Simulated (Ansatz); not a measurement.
GaSb:
```xyz
2
Lattice="3.6148 0.0000 0.0000 0.0000 3.6148 0.0000 0.0000 0.0000 3.6148" Properties=species:S:1:pos:R:3 pbc="T T T"
Ga     0.0000     0.0000     0.0000
Sb     1.8074     1.8074     1.8074
```

Relaxed with PBE. Special points in fractions of this cell's reciprocal vectors: Γ (0.000, 0.000, 0.000); X (0.000, 0.500, 0.000); M (0.500, 0.500, 0.000); R (0.500, 0.500, 0.500).

List the band energies nearest the Fermi level at these points for the program Ansatz at the PBE level (PAW).

In eV from the Fermi level; about four levels below and three above (degenerate sets whole), none deeper than 8.9 eV; … stands for higher levels left out; points with the same levels are listed once.

```tsv
k	below	above
Γ	-2.20 -0.53 -0.53 -0.53	4.12 4.12 …
X	-7.79	1.65 1.65 2.25
M	-8.43 -5.00 -4.71 -4.71	2.74 5.14 6.09 6.09
R	-2.36 -2.36 -2.36 -0.61 -0.61 -0.61	…
```

Space group Pm-3m (CsCl type). The cell is a constructed one: a structure type filled with these elements; neither database checked (COD, Materials Project) lists it. It is not the phase usual at ambient conditions (space group No. 216). The cell was relaxed with PBE under the symmetry of its start; its stability against distortions is not shown here. Spin–orbit coupling is left out wherever it is not named.

Potentials: the earlier of the program's two PAW sets.
